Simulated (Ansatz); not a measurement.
WS$_{2}$:
```cif
data_S2W
_chemical_formula_sum 'W1 S2'
_space_group_name_H-M_alt 'P-6m2'
_space_group_IT_number 187
_space_group_name_Hall 'P -6 2'
_cell_length_a 3.17016
_cell_length_b 3.17016
_cell_length_c 6.89083
_cell_angle_alpha 90.000
_cell_angle_beta 90.000
_cell_angle_gamma 120.000
loop_
_atom_site_label
_atom_site_type_symbol
_atom_site_symmetry_multiplicity
_atom_site_Wyckoff_symbol
_atom_site_fract_x
_atom_site_fract_y
_atom_site_fract_z
_atom_site_occupancy
W1 W 1 a 0.00000 0.00000 0.00000 1
S1 S 2 h 0.33333 0.66667 0.22660 1
```

Relaxed with r²SCAN+D4.

Problem. Which orbitals make up the states near the band edges in r²SCAN+D4 in the plane-wave PAW code Ansatz?

Solution. Top 1 eV of the valence band: W 5d 68 %, S 3p 28 %. Bottom 1 eV of the conduction band: W 5d 62 %, S 3p 32 %. Projections are on Löwdin-orthogonalised atomic valence shells; empty p or d shells of many metals are not among them.

Problem. Tabulate the density of states.

Solution. States/eV per cell of 3 atoms, in 0.25 eV bins, energy from the valence-band maximum.

```tsv
E (eV)	total	S 3p	W 5d	S 3s
-7.85	0.00	0.00	0.00	0.00
-7.60	0.00	0.00	0.00	0.00
-7.35	0.00	0.00	0.00	0.00
-7.10	0.79	0.50	0.16	0.04
-6.85	1.35	0.82	0.31	0.07
-6.60	1.84	1.10	0.48	0.08
-6.35	2.91	1.69	0.94	0.08
-6.10	2.40	1.40	0.83	0.06
-5.85	1.42	0.96	0.39	0.04
-5.60	1.03	0.72	0.26	0.04
-5.35	1.40	0.92	0.30	0.09
-5.10	3.28	1.95	0.82	0.28
-4.85	3.78	2.26	1.01	0.30
-4.60	1.06	0.64	0.33	0.05
-4.35	1.21	0.78	0.35	0.04
-4.10	4.25	2.77	1.32	0.08
-3.85	2.84	1.86	0.89	0.04
-3.60	1.60	0.97	0.57	0.02
-3.35	1.50	0.88	0.57	0.01
-3.10	1.82	1.08	0.67	0.02
-2.85	3.23	2.20	0.88	0.07
-2.60	3.00	2.15	0.69	0.09
-2.35	2.81	2.18	0.48	0.09
-2.10	2.56	2.14	0.30	0.05
-1.85	1.36	1.19	0.12	0.02
-1.60	1.10	0.64	0.39	0.02
-1.35	2.72	0.80	1.75	0.05
-1.10	2.12	0.63	1.37	0.03
-0.85	1.39	0.38	0.94	0.02
-0.60	0.87	0.23	0.60	0.01
-0.35	0.26	0.08	0.17	0.01
-0.10	0.08	0.03	0.05	0.00
0.15	0.00	0.00	0.00	0.00
0.40	0.00	0.00	0.00	0.00
0.65	0.00	0.00	0.00	0.00
0.90	0.00	0.00	0.00	0.00
1.15	0.00	0.00	0.00	0.00
1.40	0.00	0.00	0.00	0.00
1.65	0.46	0.14	0.28	0.01
1.90	1.76	0.58	1.03	0.02
2.15	2.64	0.85	1.60	0.03
2.40	3.88	1.24	2.44	0.03
2.65	4.22	1.39	2.57	0.07
2.90	3.01	0.76	1.97	0.08
3.15	3.18	0.84	1.96	0.10
3.40	2.22	0.74	1.21	0.08
3.65	2.22	0.77	1.17	0.08
3.90	1.58	0.58	0.77	0.07
4.15	1.05	0.44	0.49	0.04
4.40	1.87	0.83	0.87	0.05
4.65	1.88	0.78	0.87	0.09
4.90	1.00	0.34	0.45	0.08
5.15	0.79	0.22	0.32	0.06
5.40	0.67	0.15	0.22	0.05
5.65	0.61	0.09	0.09	0.04
5.90	0.68	0.09	0.04	0.03
6.15	0.77	0.10	0.04	0.03
6.40	0.75	0.10	0.04	0.04
```

The first step of the workflow began from a Materials Project structure, measured or hypothetical; the Crystallography Open Database copy checked does not list it. It is not the phase usual at ambient conditions (space group No. 194). The cell keeps a stress of up to 0.2 GPa. The cell was relaxed with r²SCAN+D4 under the symmetry of its start; its stability against distortions is not shown here. The run is not spin-polarised. Scalar-relativistic: spin–orbit coupling is off unless named, which matters more the heavier the elements.

Potentials: the later of the program's two PAW sets.
